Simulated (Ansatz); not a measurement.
**Does relaxation matter for the field gradients of WS2 with Br replacing S?**

Start: a supercell of WS2 (space group P6_3/mmc) built from an entry of the Crystallography Open Database (COD) (the entry's cell lengths or inner coordinates differ somewhat from later room-temperature determinations), with all atoms left at the host's positions.

```
W Br S
1.0
     9.54000    0.00000    0.00000
    -4.77000    8.26188    0.00000
     0.00000    0.00000   12.50000
W Br S
18 1 35
Cartesian
  0.0000 1.8360 3.1250
  -1.5900 4.5899 3.1250
  -3.1800 7.3439 3.1250
  3.1800 1.8360 3.1250
  1.5900 4.5899 3.1250
  0.0000 7.3439 3.1250
  6.3600 1.8360 3.1250
  4.7700 4.5899 3.1250
  3.1800 7.3439 3.1250
  1.5900 0.9180 9.3750
  0.0000 3.6719 9.3750
  -1.5900 6.4259 9.3750
  4.7700 0.9180 9.3750
  3.1800 3.6719 9.3750
  1.5900 6.4259 9.3750
  7.9500 0.9180 9.3750
  6.3600 3.6719 9.3750
  4.7700 6.4259 9.3750
  0.0000 1.8360 7.8125
  -1.5900 4.5899 7.8125
  -3.1800 7.3439 7.8125
  3.1800 1.8360 7.8125
  1.5900 4.5899 7.8125
  0.0000 7.3439 7.8125
  6.3600 1.8360 7.8125
  4.7700 4.5899 7.8125
  3.1800 7.3439 7.8125
  1.5900 0.9180 1.5625
  0.0000 3.6719 1.5625
  -1.5900 6.4259 1.5625
  4.7700 0.9180 1.5625
  3.1800 3.6719 1.5625
  1.5900 6.4259 1.5625
  7.9500 0.9180 1.5625
  6.3600 3.6719 1.5625
  4.7700 6.4259 1.5625
  0.0000 1.8360 10.9375
  -1.5900 4.5899 10.9375
  -3.1800 7.3439 10.9375
  3.1800 1.8360 10.9375
  1.5900 4.5899 10.9375
  0.0000 7.3439 10.9375
  6.3600 1.8360 10.9375
  4.7700 4.5899 10.9375
  3.1800 7.3439 10.9375
  1.5900 0.9180 4.6875
  0.0000 3.6719 4.6875
  -1.5900 6.4259 4.6875
  4.7700 0.9180 4.6875
  3.1800 3.6719 4.6875
  1.5900 6.4259 4.6875
  7.9500 0.9180 4.6875
  6.3600 3.6719 4.6875
  4.7700 6.4259 4.6875
```

Atom numbers follow the list; atoms alike are taken as one site, whose name carries the number of the first.

All values are calculated (Ansatz; DFT, PBE, plane waves and PAW, scalar-relativistic, 420 eV cutoff, Γ-centred 3×3×2 k-points, Fermi–Dirac smearing 0.01 eV, cell charge +1), not measured.

The largest force at the start is 3.9 eV/Å. Relaxing the ions at fixed cell moves them by 0.224 Å at most (atom 19, Br) and 0.036 Å rms.

| site | atom | moved (Å) | first shell before | first shell after | V_zz before (10²¹ V/m²) | η before |
| --- | --- | --- | --- | --- | --- | --- |
| W1 | 1 | 0.006 | 6 S at 2.41 Å | 6 S at 2.41–2.42 Å | -17.58 | 0.00 |
| W8 | 8 | 0.004 | 6 S at 2.41 Å | 6 S at 2.41 Å | -17.76 | 0.00 |
| W10 | 10 | 0.036 | 5 S at 2.41 Å, 1 Br at 2.41 Å | 5 S at 2.40–2.41 Å, 1 Br at 2.59 Å | -18.06 | 0.34 |
| W12 | 12 | 0.018 | 6 S at 2.41 Å | 6 S at 2.41–2.42 Å | -18.48 | 0.16 |
| W14 | 14 | 0.021 | 6 S at 2.41 Å | 6 S at 2.42 Å | -18.83 | 0.13 |
| Br | 19 | 0.224 | 3 W at 2.41 Å | 3 W at 2.59 Å | -6.32 | 0.00 |
| S20 | 20 | 0.023 | 3 W at 2.41 Å | 3 W at 2.41–2.42 Å | -4.85 | 0.15 |
| S37 | 37 | 0.040 | 3 W at 2.41 Å | 3 W at 2.41 Å | -4.18 | 0.00 |
| S38 | 38 | 0.030 | 3 W at 2.41 Å | 3 W at 2.40–2.42 Å | -5.11 | 0.22 |
| S42 | 42 | 0.032 | 3 W at 2.41 Å | 3 W at 2.42 Å | -5.00 | 0.00 |

(1) How do the gradients change?

## Answers

(1) 

| site | atom | V_zz after | η after | change of V_zz |
| --- | --- | --- | --- | --- |
| W1 | 1 | -17.27 | 0.00 | +0.31 |
| W8 | 8 | -17.40 | 0.00 | +0.36 |
| W10 | 10 | -20.8 | 0.80 | -2.75 |
| W12 | 12 | -17.75 | 0.05 | +0.73 |
| W14 | 14 | -18.30 | 0.03 | +0.53 |
| Br | 19 | 5.74 | 0.00 | +12.06 |
| S20 | 20 | -4.49 | 0.13 | +0.36 |
| S37 | 37 | -4.59 | 0.00 | -0.41 |
| S38 | 38 | -4.88 | 0.32 | +0.23 |
| S42 | 42 | -4.52 | 0.00 | +0.48 |

The largest change of V_zz is on Br, from -6.32 to 5.74. In per cent, |V_zz| changes by -4 to +15 on W, -10 to +10 on S (all sites that start above 0.5, bar those whose gradient vanishes or changes sign or whose main axis turns by over 40°). Where |V_zz| stays above 0.1, η moves most on W10, from 0.34 to 0.80. V_zz changes sign on Br (same axis). The table leaves out 11 of the 21 sites, with |V_zz| up to 17.77; their tensors move by 0.32 at most along any direction. The statements above cover all sites. The host's own positions weren't relaxed first, so part of the change far from the defect can be the host's relaxation.

The defect repeats with the cell of 54 atoms, so it feels its images: sites between two images don't show the values beside a lone defect, and zeros or small values of η there can come from the images' arrangement. S and W carry a gradient in the pure host already, so the values there aren't the defect's effect alone. A uniform background compensates the cell's charge. Without spin–orbit coupling the gradients at and beside W can be off by some per cent, at some sites by more.
Before: The neighbours have not yet relaxed around the defect (largest force 3.9 eV/Å), so the values at and beside it are those of a strained start, not of the defect in a real crystal.
After: The relaxation keeps the site symmetry 3m of the start, so the impurity can move only along its axis; a start off the site could end lower.
